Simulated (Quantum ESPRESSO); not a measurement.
# Strain and stress in Mg3AlF7O

These are calculations, not measurements. They come from pw.x of Quantum ESPRESSO 7.5, a plane-wave density functional program, with PseudoDojo standard norm-conserving files (v0.5 for PBE, v0.4.1 for LDA and PBEsol). The cells are made up: elements, strain and atom displacements were drawn at random, and nothing was relaxed. There is no spin polarisation, spin-orbit coupling or dispersion term.

The cell has 12 sites of a fluorite lattice. Sites 1 to 4 hold Mg Mg Mg Al; sites 5 to 12 hold F F O F F F F F. Cell vectors in Å: (4.979, 0.010, -0.002); (0.010, 4.914, -0.031); (-0.002, -0.031, 4.947). Settings: PBE, cutoff 1143 eV, 5 x 5 x 5 k mesh shifted by half a step, Fermi-Dirac smearing of 0.025 eV.

Each run adds a strain along z to one cell, with the atoms carried along; the vectors above are those of run 3. Stress is positive in tension and P is minus a third of its trace. E is the free energy for each atom above the lowest run shown. The last column is band 45 less band 44 at Gamma, from a band step after each run.

| run | strain (%) | s_xx (GPa) | s_yy (GPa) | s_zz (GPa) | s_xy (GPa) | P (GPa) | E (meV/atom) | level step at Gamma (eV) |
| --- | --- | --- | --- | --- | --- | --- | --- | --- |
| 1 | -1.69 | 1.45 | -3.55 | -7.51 | -1.70 | 3.21 | 5.30 | 1.807 |
| 3 | 0.21 | 1.91 | -2.94 | -1.20 | -1.91 | 0.74 | 0.12 | 1.729 |
| 4 | 0.49 | 1.97 | -2.86 | -0.32 | -1.94 | 0.40 | 0.00 | 1.712 |
| 5 | 1.21 | 2.11 | -2.67 | 1.85 | -2.01 | -0.43 | 0.33 | 1.664 |
| 6 | 2.03 | 2.26 | -2.46 | 4.23 | -2.09 | -1.34 | 1.90 | 1.603 |
| 7 | 2.35 | 2.31 | -2.39 | 5.13 | -2.12 | -1.68 | 2.81 | 1.579 |
| 2 | -0.71 | ? | ? | ? | ? | ? | ? | ? |

A rerun of one of these cells at 1437 eV and k mesh 7 x 7 x 7 moved values by no more than 0.005 eV in the cell's energy, 0.03 GPa in stress and 0.003 eV/Å in force.

## Worked fit

A parabola through the six runs shown gives s_zz = -1.87 + 3.19 e - 0.090 e² GPa, with e in per cent and a scatter of 0.01 GPa. The slope is a stiffness of 319 ± 2 GPa for each unit of this strain at e = 0. The atoms are clamped, and relaxing them would in general lower it. The error is the larger of the fit's own and the change that a cubic makes, rounded up.

## Withheld run

Question: what s_zz should run 2 give?

The fit gives -4.18 GPa. The calculation gave -4.17 GPa.

```
run  strain (%)  s_xx (GPa)  s_yy (GPa)  s_zz (GPa)  s_xy (GPa)  P (GPa)  E (meV/atom)  level step at Gamma (eV)
  2       -0.71        1.70       -3.22       -4.17       -1.81     1.90          1.71                     1.775
```